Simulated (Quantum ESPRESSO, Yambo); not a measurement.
**Levels of theory for the gap of GaN**

GaN (wurtzite, space group P6_3mc, No. 186): one geometry, one set of norm-conserving PBE (stringent potentials; Quantum ESPRESSO, 114 Ry, without SOC) orbitals, self-energies from Yambo (6×6×2 Γ-centred k mesh, bands 9 to 215 and a 15 Ry block in the screening, 215 bands in G with the Bruneval-Gonze terminator, plasmon pole fitted at 27.2 eV).

Cell and atoms were relaxed with PBEsol from Materials Project entry mp-804, within its symmetry.

| level | gap Γ → Γ (eV) | rough Yambo cost |
|---|---|---|
| PBE (Quantum ESPRESSO) | 1.96 | – |
| exchange only (Hartree-Fock self-energy on PBE orbitals) | 9.45 | about 1/60 (8 states) |
| static COHSEX@PBE | 4.20 | within a factor of two (2 states) |
| G0W0@PBE, plasmon pole | 2.93 | 1 (8 states) |

Bare exchange has no screening and gives the widest gap; static COHSEX screens it but leaves out the frequency dependence, which G0W0 restores.

Costs are rough ratios of core time on shared machines.

Nearest settings tried, and what they do to the gap: 119 bands in G: +22 meV; 119 bands in W, 119 bands in G: +23 meV; 9 Ry block (147 vectors against 325): -55 meV. Not varied: mesh. So the settings aren't converged at that level.

Spin-orbit splittings are left out.
